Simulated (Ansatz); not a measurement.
Relaxed GaP (zinc blende):

```yaml
crystal:
  lattice:
    - [0.00000, 5.50603, 5.50603]
    - [2.75302, 0.00000, 2.75302]
    - [2.75302, 2.75302, 0.00000]
  atoms:
    - { symbol: P, position: [0.37500, 0.75000, 0.75000] }
    - { symbol: P, position: [0.87500, 0.75000, 0.75000] }
    - { symbol: Ga, position: [0.00000, 0.00000, 0.00000] }
    - { symbol: Ga, position: [0.50000, 0.00000, 0.00000] }
```

In this cell atom 4 (Ga, nearest neighbour P at 2.384 Å; its periodic images, 3.9 Å or more away, move with it) is moved by u·(1.000, 0.000, 0.000) + v·(0.000, 0.000, 1.000); the rest is frozen.

These are PBE (plane waves to 420 eV, PAW, scalar-relativistic; Ansatz, an electronic-structure program) values and carry that method's errors. k mesh 4×8×8 (Γ-centred), Fermi-Dirac smearing 0.05 eV. As the smearing reaches across the gap at some points, energies and forces of such displacements shift with the k mesh and the smearing. Fu and Fv are the components of the force on the atom. GaP was relaxed with its symmetry unable to fall. The last digit holds for this mesh only.

Changes of Fv (eV/Å) from the point u = 0.000 Å, v = 0.000 Å when one coordinate moves alone (two changes are said to add if the coupling is within 5 % of the smaller one, nearly so within 20 %):

```csv
point,change
"u = 0.000 Å, v = -0.600 Å",4.582
"u = 0.000 Å, v = -0.400 Å",3.567
"u = 0.000 Å, v = -0.200 Å",1.930
"u = -0.600 Å, v = 0.000 Å",-0.629
"u = -0.400 Å, v = 0.000 Å",-0.374
"u = -0.200 Å, v = 0.000 Å",-0.161
"u = 0.200 Å, v = 0.000 Å",0.131
"u = 0.400 Å, v = 0.000 Å",0.251
"u = 0.600 Å, v = 0.000 Å",0.353
"u = 0.000 Å, v = 0.200 Å",-1.901
"u = 0.000 Å, v = 0.400 Å",-3.476
"u = 0.000 Å, v = 0.600 Å",-4.435
```

### Question
What is the change at u = 0.200 Å, v = 0.400 Å, where both move, and how far is it from the sum?

### Answer
The sum of the single changes is 0.131 + (-3.476) = -3.345; the calculation gives -3.541, so the coupling contributes -0.196 (over 20 % of the smaller single change, not additive).

### Question
Do the two effects add at u = 0.400 Å, v = -0.600 Å? Give the computed change.

### Answer
The sum of the single changes is 0.251 + (4.582) = 4.833; the calculation gives 6.226, so the coupling contributes 1.393 (over 20 % of the smaller single change, not additive).

### Question
Do the two effects add at u = -0.600 Å, v = -0.200 Å? Give the computed change.

### Answer
The sum of the single changes is -0.629 + (1.930) = 1.301; the calculation gives 2.664, so the coupling contributes 1.363 (over 20 % of the smaller single change, not additive).

(For displaced atoms, the force is minus the slope of the energy, and its curvature is a force constant, which sets phonon frequencies.)
